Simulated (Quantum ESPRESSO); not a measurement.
## Si6BN (input and log of a self-consistent run)

A calculation, not a measurement. The program is pw.x of Quantum ESPRESSO 7.5 (plane-wave density functional theory). The cell is made up: 8 atoms on a zincblende/diamond lattice, with randomly drawn elements, strain and displacements, not relaxed. PseudoDojo standard norm-conserving files (v0.5 for PBE, v0.4.1 for LDA and PBEsol) set the functional; there is no spin polarisation, spin-orbit coupling or dispersion term, and the masses in the input are unused placeholders.

Input:

```
&control calculation='scf', pseudo_dir='./dojo.nc.sr.pbe.v0_5.standard.upf', outdir='./o', disk_io='medium', tprnfor=.true., tstress=.true. /
&system ibrav=0, nat=8, ntyp=3, nbnd=26, ecutwfc=84.00895049, nosym=.true., tot_charge=0,
 occupations='smearing', smearing='fd', degauss=0.0073498644
/
&electrons conv_thr=7.350e-09, electron_maxstep=60, /
ATOMIC_SPECIES
B 1.0 B.upf
N 1.0 N.upf
Si 1.0 Si.upf
CELL_PARAMETERS angstrom
5.464 -0.0331 0.0781
-0.0331 5.3987 0.0869
0.0781 0.0869 5.5237
ATOMIC_POSITIONS angstrom
Si 0.0578 0.076 0.0534
Si -0.0505 2.7772 2.7894
B 2.7525 0.0919 2.879
Si 2.6874 2.7618 0.0984
N 1.2607 1.5494 1.3895
Si 1.2679 4.106 4.1915
Si 4.0875 1.4734 4.2181
Si 4.087 4.0918 1.4873
K_POINTS automatic
6 6 6 1 1 1
```

The log is shortened where brackets say so; the opening notice, blank lines, dates and the lines on written files are dropped, and the path of the files is cut. It prints rydbergs, bohrs and kilobars, and counts compression as positive stress.

```
     Program PWSCF v.7.5
     Parallel version (MPI & OpenMP), running on       1 processor cores
     Number of MPI processes:                 1
     Threads/MPI process:                     1
     [start-up lines left out]
     bravais-lattice index     =            0
     lattice parameter (alat)  =      10.3267  a.u.
     unit-cell volume          =    1099.0348 (a.u.)^3
     number of atoms/cell      =            8
     number of atomic types    =            3
     number of electrons       =        32.00
     number of Kohn-Sham states=           26
     kinetic-energy cutoff     =      84.0090  Ry
     charge density cutoff     =     336.0358  Ry
     scf convergence threshold =      7.3E-09
     mixing beta               =       0.7000
     number of iterations used =            8  plain     mixing
     Exchange-correlation= PBE
                           (   1   4   3   4   0   0   0)
     [axes and pseudopotential details left out]
   Cartesian axes
     site n.     atom                  positions (alat units)
         1        Si     tau(   1) = (   0.0105771   0.0139075   0.0097719  )
         2        Si     tau(   2) = (  -0.0092412   0.5082111   0.5104436  )
         3        B      tau(   3) = (   0.5036911   0.0168172   0.5268399  )
         4        Si     tau(   4) = (   0.4917782   0.5053930   0.0180066  )
         5        N      tau(   5) = (   0.2307006   0.2835310   0.2542702  )
         6        Si     tau(   6) = (   0.2320182   0.7513736   0.7670196  )
         7        Si     tau(   7) = (   0.7479882   0.2696234   0.7718872  )
         8        Si     tau(   8) = (   0.7478967   0.7487751   0.2721671  )
     number of k points=   108  Fermi-Dirac smearing, width (Ry)=  0.0073
     Number of k-points >= 100: set verbosity='high' to print them.
     Dense  grid:   114349 G-vectors     FFT dimensions: (  64,  60,  64)
     Estimated max dynamical RAM per process >     131.38 MB
     Initial potential from superposition of free atoms
     starting charge      31.9961, renormalised to      32.0000
     Starting wfcs are   32 randomized atomic wfcs
     total cpu time spent up to now is       25.5 secs
     per-process dynamical memory:   103.6 Mb
     Self-consistent Calculation
     iteration #  1     ecut=    84.01 Ry     beta= 0.70
     Davidson diagonalization with overlap
     ethr =  1.00E-02,  avg # of iterations =  3.3
     total cpu time spent up to now is      101.6 secs
     total energy              =     -76.79172608 Ry
     estimated scf accuracy    <       0.50748384 Ry
     iteration #  2     ecut=    84.01 Ry     beta= 0.70
     Davidson diagonalization with overlap
     ethr =  1.59E-03,  avg # of iterations =  4.3
     total cpu time spent up to now is      161.0 secs
     total energy              =     -76.57849948 Ry
     estimated scf accuracy    <       2.88839693 Ry
     iteration #  3     ecut=    84.01 Ry     beta= 0.70
     Davidson diagonalization with overlap
     ethr =  1.59E-03,  avg # of iterations =  2.9
     total cpu time spent up to now is      214.7 secs
     total energy              =     -76.99009651 Ry
     estimated scf accuracy    <       0.08678482 Ry
     iteration #  4     ecut=    84.01 Ry     beta= 0.70
     Davidson diagonalization with overlap
     ethr =  2.71E-04,  avg # of iterations =  2.7
     total cpu time spent up to now is      278.0 secs
     total energy              =     -77.00530345 Ry
     estimated scf accuracy    <       0.03330228 Ry
     iteration #  5     ecut=    84.01 Ry     beta= 0.70
     Davidson diagonalization with overlap
     ethr =  1.04E-04,  avg # of iterations =  3.5
     total cpu time spent up to now is      356.8 secs
     total energy              =     -77.01157712 Ry
     estimated scf accuracy    <       0.00415288 Ry
     iteration #  6     ecut=    84.01 Ry     beta= 0.70
     Davidson diagonalization with overlap
     ethr =  1.30E-05,  avg # of iterations =  8.1
     total cpu time spent up to now is      427.7 secs
     total energy              =     -77.01218042 Ry
     estimated scf accuracy    <       0.00024359 Ry
     iteration #  7     ecut=    84.01 Ry     beta= 0.70
     Davidson diagonalization with overlap
     ethr =  7.61E-07,  avg # of iterations =  4.4
     total cpu time spent up to now is      489.4 secs
     total energy              =     -77.01223177 Ry
     estimated scf accuracy    <       0.00001517 Ry
     iteration #  8     ecut=    84.01 Ry     beta= 0.70
     Davidson diagonalization with overlap
     ethr =  4.74E-08,  avg # of iterations =  2.7
     total cpu time spent up to now is      556.1 secs
     total energy              =     -77.01223666 Ry
     estimated scf accuracy    <       0.00000272 Ry
     iteration #  9     ecut=    84.01 Ry     beta= 0.70
     Davidson diagonalization with overlap
     ethr =  8.50E-09,  avg # of iterations =  2.2
     total cpu time spent up to now is      614.3 secs
     total energy              =     -77.01223724 Ry
     estimated scf accuracy    <       0.00000038 Ry
     iteration # 10     ecut=    84.01 Ry     beta= 0.70
     Davidson diagonalization with overlap
     ethr =  1.19E-09,  avg # of iterations =  2.1
     total cpu time spent up to now is      673.3 secs
     total energy              =     -77.01223730 Ry
     estimated scf accuracy    <       0.00000002 Ry
     iteration # 11     ecut=    84.01 Ry     beta= 0.70
     Davidson diagonalization with overlap
     ethr =  7.45E-11,  avg # of iterations =  4.0
     total cpu time spent up to now is      748.4 secs
     End of self-consistent calculation
     Number of k-points >= 100: set verbosity='high' to print the bands.
     the Fermi energy is     4.3561 ev
!    total energy              =     -77.01223731 Ry
     estimated scf accuracy    <          3.9E-09 Ry
     smearing contrib. (-TS)   =      -0.00371627 Ry
     internal energy E=F+TS    =     -77.00852103 Ry
     The total energy is F=E-TS. E is the sum of the following terms:
     one-electron contribution =       5.50159681 Ry
     hartree contribution      =      10.53772427 Ry
     xc contribution           =     -25.99711685 Ry
     ewald contribution        =     -67.05072528 Ry
     convergence has been achieved in  11 iterations
     Forces acting on atoms (cartesian axes, Ry/au):
     atom    1 type  3   force =     0.01040560    0.06664552    0.01215962
     atom    2 type  3   force =     0.04926760   -0.02846026   -0.06496245
     atom    3 type  1   force =     0.01656595   -0.03049303    0.01898060
     atom    4 type  3   force =    -0.06321174   -0.03179154    0.02976920
     atom    5 type  2   force =     0.00455782   -0.00423335   -0.01311738
     atom    6 type  3   force =     0.07972463    0.05994112   -0.02358481
     atom    7 type  3   force =    -0.04235738   -0.08052488   -0.01332151
     atom    8 type  3   force =    -0.05495248    0.04891641    0.05407673
     Total force =     0.217074     Total SCF correction =     0.000076
     Computing stress (Cartesian axis) and pressure
          total   stress  (Ry/bohr**3)                   (kbar)     P=     -122.47
  -0.00084888  -0.00007608   0.00002662         -124.87      -11.19        3.92
  -0.00007608  -0.00075687  -0.00027190          -11.19     -111.34      -40.00
   0.00002662  -0.00027190  -0.00089179            3.92      -40.00     -131.19
     init_run     :     22.73s CPU     25.43s WALL (       1 calls)
     electrons    :    676.11s CPU    722.90s WALL (       1 calls)
     forces       :     13.14s CPU     13.26s WALL (       1 calls)
     stress       :     46.03s CPU     46.17s WALL (       1 calls)
     [timing details left out]
     PWSCF        :  12m38.31s CPU  13m29.93s WALL
     JOB DONE.
```

In other units: free energy -1047.805 eV for the cell, pressure -12.25 GPa, largest force component 2.070 eV/Å. A rerun of the same cell at another strain at 1437 eV and a 8 x 8 x 8 mesh moved values by no more than 0.007 eV in energy, 0.02 GPa in stress and 0.009 eV/Å in force.